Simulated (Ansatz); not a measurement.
TiN (rock salt)

```
CELL_PARAMETERS angstrom
      0.00000     2.12337     2.12337
      2.12337     0.00000     2.12337
      2.12337     2.12337     0.00000
ATOMIC_POSITIONS crystal
  N  0.00000 0.00000 0.00000
  Ti 0.50000 0.50000 0.50000
```

The slice is a {111} plane (indices of the conventional cell) through the point (0.000, 0.000, 0.000) (fractional), spanned by u = [100] and v = [-1 2 0] in vectors of this cell: u (3.00 Å) and v (5.20 Å, at 90° to u). It covers one period; positions are fractions (u, v).

Level of theory: PBE (plane waves to 420 eV, PAW, scalar-relativistic; Ansatz, a quantum-chemistry and plane-wave program). k mesh 19×19×19. Inside the PAW spheres the values are not all-electron values, and peaks at nuclei hang on which shells count as valence. The PAW data are Ansatz's earlier set. TiN is run without spin polarisation. TiN was relaxed with its symmetry unable to fall.

Problem. Predict the map of the valence electron density on the slice.

Solution. 
```
|9997531000135799|
|9986421000124689|
|7765321000123567|
|5543210000012345|
|3322100000001223|
|2111000000000111|
|0000000000000000|
|0000011121110000|
|0000122333221000|
|0001234555432100|
|0012356777653210|
|0012468999864210|
|0013579999975310|
|0013579999975310|
|0013579999975310|
|0012468999864210|
|0012356777653210|
|0001234555432100|
|0000122333221000|
|0000011121110000|
|0000000000000000|
|2111000000000111|
|3322100000001223|
|5543210000012345|
|7765321000123567|
|9986421000124689|
|9997531000135799|
|9997531000135799|
```
Scale: ten equal steps from -0.75 (start of '0') to 0.54 (end of '9'), in the order '0123456789'. Values: log₁₀ of the valence density in e/Å³. The map has 16 points along u (one character each, u = 0 at the left) and 28 along v (v = 0 in the bottom row). The scale is logarithmic, as a density can span decades between atoms and voids.
